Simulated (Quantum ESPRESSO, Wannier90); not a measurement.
## BaBrF (P4/nmm): Wannier90 run

```
begin unit_cell_cart
ang
    4.5399200000    0.0000000000    0.0000000000
    0.0000000000    4.5399200000    0.0000000000
    0.0000000000    0.0000000000    7.4953900000
end unit_cell_cart
begin atoms_frac
Ba   0.0000000000  0.5000000000 -0.1916200000
Ba   0.5000000000  0.0000000000  0.1916200000
Br   0.5000000000  0.0000000000 -0.3503900000
Br   0.0000000000  0.5000000000  0.3503900000
F    0.5000000000  0.5000000000  0.0000000000
F    0.0000000000  0.0000000000  0.0000000000
end atoms_frac
```

Materials Project entry mp-23070; symmetrised, unrelaxed at this level. COD (Crystallography Open Database) has an entry of this formula and space group (matched by these alone). Computed values, not measurements, from PBEsol: Quantum ESPRESSO (norm-conserving PseudoDojo potentials, cutoff 68 Ry, no spin polarisation, no spin-orbit coupling) on a Γ-centred 4×4×4 mesh, then Wannier90. Density: 8×8×4 mesh, cold smearing 0.01 Ry. Spin-orbit coupling is left out although heavy elements are present.

Bands 19-24 form an isolated set from -1.50 to 0.00 eV relative to the valence-band maximum (on the path) and are turned into 6 Wannier functions by minimising the spread from the start: atomic waves Br 4p.

Task: Where do the functions sit, how wide are they and what are they made of?

Result: 
| functions | spread (Å²) | nearest atom, distance (Å) | second atom, distance (Å) | weight on atomic waves |
|---|---|---|---|---|
| 2 | 2.84 | Br 0.07 | Ba 3.40 | Br 4p 89 %, F 2p 7 % |
| 4 | 2.72 | Br 0.13 | F 3.37 | Br 4p 91 % |

Ω_I = 16.41 Å², Ω_total = 16.55 Å²; the interpolated bands follow pw.x to 5.3 meV rms on the path. Only this start was tried; a symmetric start can stop on a saddle, and mixtures of these functions could lower the total by at most Ω_total − Ω_I.
